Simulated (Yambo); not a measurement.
A G0W0@PBEsol run in Yambo for Rb2LiScF6 (space group Fm-3m, No. 225) (2×2×2 Γ-centred k mesh, bands 3 to 290 and a 8 Ry block in the screening, 290 bands in G with the Bruneval-Gonze terminator, plasmon pole fitted at 27.2 eV) gives these matrix elements, in eV, at the band edges (Γ → Γ):

```csv
state,E0,<Vxc>,<Σx>,<Σc(E0)>,Z
valence edge,0.000,-22.396,-30.177,4.987,0.804
conduction edge,6.745,-18.352,-10.256,-4.623,0.832
```

### Question
Solve the linearised quasiparticle equation for both states, give the gap, and say how exchange and correlation each act on it.

### Answer
E = E0 + Z(Σx + Σc − Vxc). Valence: 0.000 + 0.804 × (-30.177 + (4.987) − (-22.396)) = -2.25 eV. Conduction: 6.745 + 0.832 × (-10.256 + (-4.623) − (-18.352)) = 9.63 eV. The gap is 11.88 eV, against 6.74 eV in PBEsol. Replacing Vxc by bare exchange alone would open it by 15.88 eV; correlation takes back 9.61 eV of that, and Z scales what is left. Nearest settings tried, and what they do to the gap: 187 bands in G: -2 meV; 138 bands in W: +83 meV; 7 Ry block (339 vectors against 411): +12 meV. Not varied: mesh. So the settings aren't converged at that level. The k mesh is coarse. 

Geometry of the Materials Project entry, not relaxed at this level; primitive cell a = b = c = 5.9871 Å, α = β = γ = 60.00°.

The structure is a Materials Project entry; no match was found in the copy of COD used, and its stability was not checked.
